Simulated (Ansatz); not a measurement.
All numbers below come from DFT PBE, scalar-relativistic, plane waves, PAW (Ansatz). Settings: cutoff 420 eV, Γ-centred meshes spaced at most about 0.3 Å⁻¹, and about 0.25 Å⁻¹ or finer for metals (2π included), Gaussian smearing. No spin polarisation in the final relaxations.

Temperature and zero-point effects are left out.

Two forms of Ga2SeS2 were relaxed alike.

A.

Space group I4/mmm (No. 139). a = 3.713 Å, b = 3.713 Å, c = 15.368 Å, α = 90.00°, β = 90.00°, γ = 90.00°
| atom | site | symmetry | x | y | z |
| --- | --- | --- | --- | --- | --- |
| Ga | 4e | 4mm | 0.0000 | 0.0000 | 0.1566 |
| Se | 2b | 4/mmm | 0.5000 | 0.5000 | 0.0000 |
| S | 4e | 4mm | 0.5000 | 0.5000 | 0.1634 |

B.

Space group P6/mmm (No. 191). a = 4.489 Å, b = 4.489 Å, c = 7.549 Å, α = 90.00°, β = 90.00°, γ = 120.00°
```json
{"atom": "Ga", "site": "2e", "symmetry": "6mm", "x": "0.0000", "y": "0.0000", "z": "0.6856"}
{"atom": "Se", "site": "1a", "symmetry": "6/mmm", "x": "0.0000", "y": "0.0000", "z": "0.0000"}
{"atom": "S", "site": "2d", "symmetry": "-6m2", "x": "0.3333", "y": "0.6667", "z": "0.5000"}
```

**Question.** Which is lower in energy, and by how much?

**Answer.** A is lower, by 0.32 eV/atom. A has space group I4/mmm (No. 139), 21.2 Å³/atom and no gap on its mesh; B has space group P6/mmm (No. 191), 26.3 Å³/atom and no gap. Counting S or Se atoms around Ga (for each partner element, those within 1.25 times its shortest distance or 1.15 times the sum of covalent radii, where it is the nearest in units of that sum or under 1.3; a plus sign parts groups by distance over the sum of covalent radii), A has Ga 5 and B has Ga 1+6. Both come from invented guesses. A third cell relaxed alike, in P-3m1, lies 0.46 eV/atom below the lower of the two.

No dispersion correction is applied, so the spacing and binding between layers, chains or molecules are poorly described (P6/mmm), and this can change margins and order among such cells. A magnetic state wasn't ruled out in cells without spin, among them I4/mmm, P6/mmm. Cells relaxed within their symmetry can be saddle points.
